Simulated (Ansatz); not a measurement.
**Relaxing a structure of VSi2**

The start is a generated cell, VSi2 built in the Al2Cu structure type. Cell shape, volume and atoms are optimised at zero target pressure with PBE (plane waves to 420 eV, PAW, scalar-relativistic; Ansatz, a program for electronic structure). The first steps use a coarse 6×6×6 k-mesh.

Input geometry:
```yaml
crystal:
  lattice:
    - [-3.10766, 3.10766, 2.50054]
    - [3.10766, -3.10766, 2.50054]
    - [3.10766, 3.10766, -2.50054]
  atoms:
    - { symbol: Si, position: [0.65800, 0.15800, 0.81600] }
    - { symbol: Si, position: [0.84200, 0.65800, 0.50000] }
    - { symbol: Si, position: [0.15800, 0.34200, 0.50000] }
    - { symbol: Si, position: [0.34200, 0.84200, 0.18400] }
    - { symbol: V, position: [0.25000, 0.25000, 0.00000] }
    - { symbol: V, position: [0.75000, 0.75000, 0.00000] }
```
Spin-polarised start, with parallel moments on V.

### Question
What pressure does the first self-consistent step give?

### Answer
-13 GPa (negative: the cell is under tension).

### Question
How much energy is released per atom?

### Answer
0.08 eV/atom.

### Question
Write out the relaxed structure.

### Answer

Space group I4/mcm (No. 140); a = b = 5.968 Å, c = 4.824 Å, α = β = γ = 90.00°

```
atom  site  symmetry       x       y       z
----  ----  --------  ------  ------  ------
Si      8h      m.2m  0.1544  0.3456  0.0000
V       4a       422  0.0000  0.0000  0.2500
```
(The calculation used a cell of 6 atoms; values per cell refer to that cell.)

The space group stays I4/mcm (No. 140) (the run could not lower it); the end is AFLOW prototype A2B_tI12_140_h_a (C16, as in Al2Cu), with 6 atoms in the primitive cell. Final values are on a 12×12×12 k-mesh of the relaxed cell. No spin polarisation in the result: the starting moments vanished.

The run could not lose the symmetry of its start, so the end can be a saddle point.

The relaxed structure here is a generated cell of VSi2: the first start was made by placing the elements on the sites of a structure type, and the end was not matched to a known phase here, so it may be hypothetical.
